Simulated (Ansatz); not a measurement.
Ansatz (a program for electronic structure) input:

Ansatz 0.2 input:
```yaml
crystal:
  lattice:
    - [0.0, 2.9734880515, 2.9734880515]
    - [2.9734880515, 0.0, 2.9734880515]
    - [2.9734880515, 2.9734880515, 0.0]
  atoms:
    - { symbol: Mg, position: [0.0, 0.0, 0.0] }
    - { symbol: Se, position: [0.75, 0.75, 0.75] }
kpoints:
  mp_grid: { grid: [8, 8, 8] }
hamiltonian:
  xc: r2scan
  pseudopotentials: { kind: paw }
scf:
  occupations: { method: fixed }
checkpoint: { read: static.run }
output: { bader: true, populations: true }
```

Output (shortened):

```
Pseudopotential: Mg, paw, valence charge 10
Pseudopotential: Se, paw, valence charge 16
Functional definition: r2SCAN
Crystal: 2 atoms, lattice volume = 52.581 Å³
Basis set: ecut = 500 eV, 1363 PW (Γ), exchange–correlation on 128×128×128 points (64 copies of the dense FFT grid, shifted against one another)
Bands: 17, of which v1, the nominal top of the filled ones, is band 13 counted from 1 (12 counted from 0)
Symmetry: 24 space group operations
Space group: F-43m (ITA 216), of the structure as read, at distance tolerance 3.7e-5 Å
k-points: 29 of 512 (time reversal used)
Stability of the state it starts from, as read at its close in the unpolarized treatment …
iter 1 solved again at ethr=8.14e-9 eV; its pass at ethr=3.10e-3 eV (dr2=2.12e-6 eV) is discarded
SCF iter   1: F=—  HF=-7407.468148 eV  |F-HF|=—  |Δ(HF+E_count)|=         —  Δρ=4.12e-7  dr2=5.02e-11  dr2_τ=2.24e-12  ethr=8.14e-9  ⟨swp⟩=3.9  Hψ=3563  notcnv=0  defer=54
preconditioner: auto → none
SCF iter   2: F=-7407.468148 eV  HF=-7407.468148 eV  |F-HF|=1.64e-11  |Δ(HF+E_count)|=   2.30e-9  Δρ=1.95e-7  dr2=1.07e-11  dr2_τ=8.77e-13  ethr=1.00e-12  ⟨swp⟩=6.8  Hψ=2038  notcnv=0
SCF 1 converged in 2 iterations: F = -7407.468148 eV  dr2 = 1.07e-11
SCF converged after 2 iterations
Free energy (F): -7407.468148 eV
Harris-Foulkes:  -7407.468148 eV  (|F-HF|=1.64e-11)
Internal energy: -7407.468148 eV  (E = F + TS)
E sigma→0 (E₀):  -7407.468148 eV
Fermi energy:    3.855063 eV
--- Per-component energies (eV) ---
  E_band       = -800.791803
  E_kinetic    = 195.613385
  E_local      = -4411.683406  (includes V_loc(G=0)·N_el)
  E_nonlocal   = -500.590298
  E_hartree    = 1945.098789
  E_xc         = -126.505514
  E_vxc        = -146.493130  (∫ρ·V_xc dr)
  E_paw        = -2220.860504  (= ΣΔE_a)
  E_vpaw       = 164.364390  (= ΣTr[D̂ρ^β])
  E_aug_tail   = -0.000207  (compensation charges beyond the density's cutoff)
  E_vtau       = 7.800075  (kinetic-family band-sum trace: ∫τ·v_τ [+ j·A + Jᵃ·Aᵃ] dr)
  E_ewald      = -2286.749416
  E_core_change = -1.790978  (= ΣΔE_core)
  E_smearing   =  0.000000  (= −TS)
  E_closure    =  0.000000  (closes the sum)
  Σ components = -7407.468148   (vs F -7407.468148, Δ=0.00e0)
  [band-id]    e_kinetic+e_local+e_nonlocal+2·e_hartree+e_vxc+e_vpaw+e_augmentation_tail+e_vtau = -800.791612   (vs E_band -800.791803, Δ=1.91e-4)
--- Band table (eV; the first three rows and the last of 29) ---
  k-point 0: bands = ["-73.3028", "-42.3245", "-42.3245", "-42.3245", "-42.3191", "-42.3191", "-38.4022", "-38.4022", "-38.4022", "-8.1445", "3.8551", "3.8551", "3.8551", "7.1893", "11.6444", "11.6444", "11.6444"]
  k-point 1: bands = ["-73.3028", "-42.3245", "-42.3245", "-42.3245", "-42.3191", "-42.3191", "-38.4025", "-38.4023", "-38.4023", "-8.0683", "3.1286", "3.7953", "3.7953", "7.8914", "11.4827", "11.8256", "11.8256"]
  k-point 2: bands = ["-73.3028", "-42.3244", "-42.3244", "-42.3243", "-42.3191", "-42.3191", "-38.4032", "-38.4024", "-38.4024", "-7.8730", "1.9239", "3.6605", "3.6605", "8.7113", "11.6928", "11.8863", "11.8863"]
  k-point 28: bands = ["-73.3028", "-42.3243", "-42.3241", "-42.3240", "-42.3192", "-42.3191", "-38.4040", "-38.4032", "-38.4030", "-7.3656", "1.4268", "1.9614", "2.4664", "9.5124", "11.7626", "12.1147", "12.1768"]
--- Löwdin populations: 2 sites ---
  site symbol       q [e]
     0     Mg      8.5687
     1     Se     17.3167
  spilling = 0.004409 (of n_electrons = 26.000000)
--- Bader charges: 2 sites ---
  site symbol  charge [e]  shift [e]
     0     Mg      1.6512     0.0014
     1     Se     -1.6512     0.0014
  shift: an alarm, by how much a part of what the PAW files miss would move the charge. Where it is large, compare
  with a run on PAW files of another source; a small one proves nothing
  estimated error of the sums over rays = 2.6e-4 e
```

Cost: very roughly 15 core-seconds on shared cores.

The workflow started from a Materials Project entry (that database holds measured and hypothetical structures alike); the Crystallography Open Database copy checked does not list it. COD files the formula under space group No. 225, so this cell is another polymorph or a model. Whether it is the stable phase at ambient conditions was not checked. The cell was relaxed with r²SCAN under the symmetry of its start; whether a distortion lowers the energy is not shown. Scalar-relativistic: spin–orbit coupling is off unless named, which matters more the heavier the elements.

Potentials: the later of the program's two PAW sets.

Ansatz is a plane-wave DFT program.
